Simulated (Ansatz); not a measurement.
KBr:
```cif
data_BrK
_chemical_formula_sum 'K1 Br1'
_space_group_name_H-M_alt 'P 1'
_space_group_IT_number 1
_cell_length_a 4.67309
_cell_length_b 4.67309
_cell_length_c 4.67309
_cell_angle_alpha 60.000
_cell_angle_beta 60.000
_cell_angle_gamma 60.000
loop_
_space_group_symop_operation_xyz
  'x, y, z'
loop_
_atom_site_label
_atom_site_type_symbol
_atom_site_fract_x
_atom_site_fract_y
_atom_site_fract_z
_atom_site_occupancy
K1 K 0.00000 0.00000 0.00000 1
Br1 Br 0.50000 0.50000 0.50000 1
```

Relaxed with r²SCAN.

Task: Which orbitals make up the states near the band edges in r²SCAN (plane waves, PAW; program Ansatz)?

Result: Top 1 eV of the valence band: Br 4p 96 %. Bottom 1 eV of the conduction band: K 4s 73 %, Br 4s 18 %. Projections are on Löwdin-orthogonalised atomic valence shells; empty p or d shells of many metals are not among them.

Task: Tabulate the density of states.

Result: States/eV per cell of 2 atoms, in 0.25 eV bins, energy from the valence-band maximum.

```
E (eV)  total  Br 4p  K 4s  Br 4s
------  -----  -----  ----  -----
-7.85    0.00   0.00  0.00   0.00
-7.60    0.00   0.00  0.00   0.00
-7.35    0.00   0.00  0.00   0.00
-7.10    0.00   0.00  0.00   0.00
-6.85    0.00   0.00  0.00   0.00
-6.60    0.00   0.00  0.00   0.00
-6.35    0.00   0.00  0.00   0.00
-6.10    0.00   0.00  0.00   0.00
-5.85    0.00   0.00  0.00   0.00
-5.60    0.00   0.00  0.00   0.00
-5.35    0.00   0.00  0.00   0.00
-5.10    0.00   0.00  0.00   0.00
-4.85    0.00   0.00  0.00   0.00
-4.60    0.00   0.00  0.00   0.00
-4.35    0.00   0.00  0.00   0.00
-4.10    0.00   0.00  0.00   0.00
-3.85    0.00   0.00  0.00   0.00
-3.60    0.00   0.00  0.00   0.00
-3.35    0.00   0.00  0.00   0.00
-3.10    0.00   0.00  0.00   0.00
-2.85    0.00   0.00  0.00   0.00
-2.60    0.00   0.00  0.00   0.00
-2.35    0.00   0.00  0.00   0.00
-2.10    0.00   0.00  0.00   0.00
-1.85    0.00   0.00  0.00   0.00
-1.60    0.00   0.00  0.00   0.00
-1.35    0.00   0.00  0.00   0.00
-1.10    0.94   0.82  0.11   0.00
-0.85    5.70   5.20  0.41   0.02
-0.60    2.82   2.70  0.07   0.01
-0.35   11.83  11.65  0.02   0.00
-0.10    2.71   2.68  0.00   0.00
0.15     0.00   0.00  0.00   0.00
0.40     0.00   0.00  0.00   0.00
0.65     0.00   0.00  0.00   0.00
0.90     0.00   0.00  0.00   0.00
1.15     0.00   0.00  0.00   0.00
1.40     0.00   0.00  0.00   0.00
1.65     0.00   0.00  0.00   0.00
1.90     0.00   0.00  0.00   0.00
2.15     0.00   0.00  0.00   0.00
2.40     0.00   0.00  0.00   0.00
2.65     0.00   0.00  0.00   0.00
2.90     0.00   0.00  0.00   0.00
3.15     0.00   0.00  0.00   0.00
3.40     0.00   0.00  0.00   0.00
3.65     0.00   0.00  0.00   0.00
3.90     0.00   0.00  0.00   0.00
4.15     0.00   0.00  0.00   0.00
4.40     0.00   0.00  0.00   0.00
4.65     0.00   0.00  0.00   0.00
4.90     0.00   0.00  0.00   0.00
5.15     0.02   0.00  0.01   0.00
5.40     0.07   0.00  0.05   0.02
5.65     0.12   0.01  0.09   0.02
5.90     0.17   0.01  0.12   0.03
6.15     0.23   0.02  0.16   0.04
6.40     0.39   0.02  0.22   0.04
6.65     0.86   0.03  0.29   0.05
6.90     1.37   0.05  0.41   0.06
7.15     2.01   0.05  0.42   0.04
7.40     2.33   0.04  0.39   0.03
7.65     2.07   0.05  0.43   0.03
7.90     1.59   0.04  0.43   0.03
8.15     2.01   0.07  0.76   0.03
8.40     2.20   0.08  0.77   0.02
8.65     1.11   0.04  0.29   0.01
8.90     0.57   0.00  0.02   0.00
9.15     1.49   0.01  0.33   0.00
9.40     2.66   0.02  0.31   0.00
9.65     3.31   0.02  0.16   0.00
9.90     3.95   0.02  0.11   0.00
```

Space group Fm-3m (rock salt). The r²SCAN relaxation kept the symmetry of its start; phonons on a q-mesh show no instability. Spin–orbit coupling is left out wherever it is not named.

Potentials: the later of the program's two PAW sets.
